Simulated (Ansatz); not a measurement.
Starting cell, HfN (rock salt):

```
HfN
1.0
    0.00000     2.27394     2.27394
    2.27394     0.00000     2.27394
    2.27394     2.27394     0.00000
N Hf
1 1
Direct
  0.00000   0.00000   0.00000
  0.50000   0.50000   0.50000
```

In this cell atom 2 (Hf, nearest neighbour N at 2.274 Å; its periodic images, 3.2 Å or more away, move with it) is moved by s along Cartesian z, unit vector (0.000, 0.000, 1.000); all other atoms and the cell stay fixed.

Method: PBE (plane waves to 420 eV, PAW, scalar-relativistic; Ansatz, a first-principles code). k mesh 14×14×14 (Γ-centred), Fermi-Dirac smearing 0.05 eV. The energy includes the smearing's −TS. Stress and pressure are positive under compression. With partly filled bands, energies and forces of such displacements shift with the k mesh and the smearing. HfN is run without spin polarisation. HfN was relaxed with its symmetry unable to fall. Spin-orbit coupling is left out, though Hf is heavy. ΔE is measured from the undisplaced structure.

```
s (Å)   ΔE (meV/cell)  P (GPa)
------  -------------  -------
-0.230            298      6.8
-0.184            [?]      4.3
-0.138            105      2.4
-0.092            [?]      1.1
-0.046            [?]      0.3
0.000               0      0.0
0.046             [?]      0.3
0.092             [?]      1.1
0.138             105      2.4
0.184             [?]      4.3
0.230             298      6.8
```

Task: Some entries are withheld; supply them.

Result: 
- -0.184, ΔE (meV/cell): 189
- -0.092, ΔE (meV/cell): 47
- -0.046, ΔE (meV/cell): 12
- 0.046, ΔE (meV/cell): 12
- 0.092, ΔE (meV/cell): 47
- 0.184, ΔE (meV/cell): 189

(For displaced atoms, the force is minus the slope of the energy, and its curvature is a force constant, which sets phonon frequencies.)
